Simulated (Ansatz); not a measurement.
## Computed properties of ZrCd

```xyz
4
Lattice="3.1028 0.0000 0.0000 0.0000 3.1028 0.0000 0.0000 0.0000 9.0733" Properties=species:S:1:pos:R:3 pbc="T T T"
Zr    0.0000    1.5514    7.9259
Zr    1.5514    0.0000    1.1474
Cd    0.0000    1.5514    3.4584
Cd    1.5514    0.0000    5.6149
```

Atom numbers follow the list: Zr1, Zr2, Cd3, Cd4.

The cell is the one relaxed in the Materials Project (mp-1017540), not relaxed further here; entries there can be hypothetical.

Levels of theory: DFT, PBEsol, all-electron LAPW, scalar-relativistic (Ansatz 0.2.0); DFT, PBEsol, PAW with Ansatz's default frozen-core files, scalar-relativistic (Ansatz 0.2.0).

For LAPW: a Γ-centred 12×12×4 k mesh, Fermi–Dirac smearing of 0.05 eV, basis error target 1 meV/atom, no spin polarisation. PAW takes a cutoff of 420 eV at this cell (files made with PBE, cores remade for this functional). The Ansatz runs share mesh, smearing and spin set-up. Values come from LAPW unless marked.

```
Pressure at this cell                                                                                                  : -31.9 kbar
Band gap                                                                                                               : none: bands cross the Fermi level, a metal
Stress xx, yy, zz (compression positive)                                                                               : -3.01, -3.01, -3.55 GPa
Largest force                                                                                                          : 0.072 eV/Å on Cd3
Density of states at the Fermi level (0.2 eV bin)                                                                      : 3.28 states/eV per cell
Löwdin charges (with 1.08 e of the cell spilling out of the atomic basis, so their sizes and signs hang on that basis) : Zr1 -0.20, Cd3 0.74 e
Bader charges (from the PAW run)                                                                                       : Zr1 +0.37, Cd3 -0.37 e
Volume per atom                                                                                                        : 21.84 Å³
```
